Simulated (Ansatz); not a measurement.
This Ge2F3 structure is the end of a relaxation. The cell was found from a structure generator's guess, not taken from experiment.

Computed with DFT PBE, scalar-relativistic, plane waves, PAW (Ansatz 0.2.0). Cutoff 420 eV, Γ-centred mesh, Gaussian smearing, no spin polarisation.

```xyz
5
Lattice="2.6921 -4.1028 0.0000 2.6921 4.1028 0.0000 0.0000 0.0000 3.4943" Properties=species:S:1:pos:R:3 pbc="T T T"
Ge    1.3460    2.0514    0.0000
Ge    1.3460   -2.0514    0.0000
F     2.6921   -1.2675    1.7472
F     2.6921    1.2675    1.7472
F     0.0000    0.0000    1.7472
```

Energies over the elements count from the elements' standard structures at the same level (F₂ as a molecule), with no fitted energy shifts.

Question: What space group does it have?

Answer: Cmmm (No. 65). Conventional cell: a = 5.384 Å, b = 8.206 Å, c = 3.494 Å. Ge has 4 F at 2.34 Å, 2 Ge at 2.69 Å and 4 F at 3.01 Å; around F on a site of symmetry m2m lie 4 Ge at 2.34 Å, 1 F at 2.54 Å and 5 F at 2.84–3.12 Å; F on a site of symmetry mmm has 6 F at 2.84–2.98 Å, 8 Ge at 3.01 Å and 2 F at 3.49 Å (long against covalent radii, as for large ions).

Question: How far does it lie from the elements in energy?

Answer: −1.19 eV/atom.

Question: Is it a metal?

Answer: Yes, bands cross the Fermi level on the 8×8×12 mesh.

The last run used an 8×8×12 mesh (in the run's order of axes) for its 5-atom cell and Gaussian smearing of 0.10 eV. An odd number of electrons in the primitive cell allows no gap without spin; a larger cell or a magnetic state could open one. Symmetry constrained the relaxation, so the result can be a saddle point. Another cell of Ge2F3 relaxed alike, in P4mm, lies 0.36 eV/atom lower, so this cell isn't the stable form at this level.
